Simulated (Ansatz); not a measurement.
Collinear states of Ir

Computed with DFT PBEsol, scalar-relativistic, plane waves, PAW in Ansatz.

```cif
data_structure
_symmetry_space_group_name_H-M 'P 1'
_symmetry_Int_Tables_number 1
_cell_length_a 12.2385
_cell_length_b 2.2334
_cell_length_c 7.1930
_cell_angle_alpha 90.000
_cell_angle_beta 90.000
_cell_angle_gamma 90.000
_cell_volume 196.61
loop_
_atom_site_label
_atom_site_type_symbol
_atom_site_fract_x
_atom_site_fract_y
_atom_site_fract_z
_atom_site_occupancy
Ir1 Ir 0.25000 0.00000 0.16399 1
Ir2 Ir 0.75000 0.00000 0.83601 1
```

The plane-wave cutoff is 420 eV, the Γ-centred k-mesh is 4×18×6 and the occupation rule is Gaussian smearing, 0.1 eV. The list of starting moments (μB, in atom order) is 1 1 and the check for lower electronic states after the SCF is off.

All runs keep this geometry, which isn't relaxed for the lowest state (largest force there 0.001 eV/Å, pressure 0.8 GPa) and needn't be a stable compound; relaxing each order can shift differences of a few meV. Signs run over the atoms with starting moments. A propagation vector, in units of the reciprocal vectors, doubles the cell, which takes an equally dense mesh. The large starts are 2.5 2.5 μB. The small starts are 0.5 0.5 μB. Spin–orbit coupling is left out, which for heavy magnetic ions can matter as much as these differences. Site moments are spin moments in atom-centred spheres that scale with the neighbour distance. The states are those that the runs reached from these starts; a lower one can exist.

Q: Starts tried: no spin; ferromagnetic; large parallel starting moments; antiferromagnetic in the cell, signs +-; antiferromagnetic, doubled cell, propagation vector (0, 0, 1/2); antiferromagnetic, doubled cell, propagation vector (0, 1/2, 0); small parallel starting moments. Which state comes out lowest, and what are the moments?

A: The lowest state is ferromagnetic, reached from the start “ferromagnetic” and the start “large parallel starting moments” and the start “small parallel starting moments”, with site moments (μB) Ir +0.41 (×2). The next state lies only 0.01 meV/atom higher, which mesh, smearing and relaxation can turn, so the order isn't settled.

```
                                                          start ends energy above lowest (meV/atom) site moments (μB) gap on mesh (eV) P (GPa)
                                                        no spin non-magnetic                            26.1                none over 0.05             metal      0.7
                                                  ferromagnetic ferromagnetic                            0.00                 Ir +0.41 (×2) metal      0.8
                                large parallel starting moments ferromagnetic                            0.00                 Ir +0.41 (×2) metal      0.8
                        antiferromagnetic in the cell, signs +-  antiferromagnetic                            0.01            Ir +0.41, Ir -0.41             metal      0.8
antiferromagnetic, doubled cell, propagation vector (0, 0, 1/2) antiferromagnetic                            0.01  Ir +0.41 (×2), Ir -0.41 (×2) metal      0.8
antiferromagnetic, doubled cell, propagation vector (0, 1/2, 0) non-magnetic                            26.1                none over 0.05             metal      0.7
                                small parallel starting moments ferromagnetic                            0.00                 Ir +0.41 (×2) metal      0.8
```

Cost: 7 runs of about 23 core-minutes in all, on Intel Xeon Processor @ 2.50GHz (Skylake/Cascade Lake) (shared hosts).